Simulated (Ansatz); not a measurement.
Cu$_{3}$Ge:
```
CELL_PARAMETERS angstrom
      4.17250     0.00000     0.00000
      0.00000     5.24642     0.00000
      0.00000     0.00000     4.52054
ATOMIC_POSITIONS crystal
  Cu 0.00000 0.50000 0.16463
  Cu 0.50000 0.00000 0.83537
  Cu 0.50000 0.24856 0.33650
  Cu 0.50000 0.75144 0.33650
  Cu 0.00000 0.25144 0.66350
  Cu 0.00000 0.74856 0.66350
  Ge 0.50000 0.50000 0.82479
  Ge 0.00000 0.00000 0.17521
```

Relaxed with r²SCAN. Special points in fractions of this cell's reciprocal vectors: Γ (0.000, 0.000, 0.000); X (0.500, 0.000, 0.000); S (0.500, 0.500, 0.000); Y (0.000, 0.500, 0.000); Z (0.000, 0.000, 0.500); U (0.500, 0.000, 0.500); R (0.500, 0.500, 0.500); T (0.000, 0.500, 0.500).

List the band energies nearest the Fermi level at these points for r²SCAN with spin–orbit coupling in the plane-wave PAW code Ansatz.

In eV from the Fermi level; about four levels below and three above (degenerate sets whole), none deeper than 8.9 eV; points with the same levels are listed once.

```
k                    below                above
-  -----------------------  -------------------
Γ  -1.67 -1.67 -0.83 -0.83  0.77 0.77 1.51 1.51
X  -1.20 -1.20 -1.20 -1.20  1.74 1.74 1.74 1.74
S  -2.41 -2.41 -2.41 -2.41  0.04 0.04 0.04 0.04
Y  -0.34 -0.34 -0.34 -0.34  1.45 1.45 1.45 1.45
Z  -1.58 -1.58 -0.67 -0.67  0.18 0.18 0.20 0.20
U  -1.85 -1.85 -1.85 -1.85  1.00 1.00 1.00 1.00
R  -2.15 -2.15 -2.15 -2.15  5.39 5.39 5.39 5.39
T  -2.38 -2.38 -2.38 -2.38  0.97 0.97 0.97 0.97
```

Space group Pmmn. The first step of the workflow began from a Materials Project structure, measured or hypothetical; the Crystallography Open Database copy checked does not list it. Its standing as an ambient phase is unchecked. The r²SCAN relaxation kept the symmetry of its start; of distortions, only those at the zone centre were tested. The run is not spin-polarised.

Potentials: the later of the program's two PAW sets.
